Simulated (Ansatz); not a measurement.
Relaxed-ion elastic tensor of LuTe (rock salt, Fm-3m) in GPa (Voigt order), PBEsol (plane waves, PAW; program Ansatz); density 9.54 g/cm³, 26.33 Å³ per atom.

```
 191  14.1  14.1   0.0   0.0   0.0
14.1   191  14.1   0.0   0.0   0.0
14.1  14.1   191   0.0   0.0   0.0
 0.0   0.0   0.0   3.9   0.0   0.0
 0.0   0.0   0.0   0.0   3.9   0.0
 0.0   0.0   0.0   0.0   0.0   3.9
```

Task: Is the crystal mechanically stable?

Result: Yes: the smallest eigenvalue of C is 3.9 GPa.

Task: Work out the Voigt and Reuss bounds. Is their mean of use?

Result: K_V = 72.9, K_R = 72.9; G_V = 37.6, G_R = 6.3 GPa. The bounds lie so far apart that a Hill average or a Debye temperature from it would say little.

The workflow started from an entry of the Crystallography Open Database (COD). Its standing as an ambient phase is unchecked. The cell was relaxed with PBEsol under the symmetry of its start; whether a distortion lowers the energy is not shown. As this level gives no gap, shear constants depend on the k-mesh and smearing (Fermi–Dirac, 0.1 eV here). Spin–orbit coupling is left out wherever it is not named.

Potentials: the later of the program's two PAW sets.
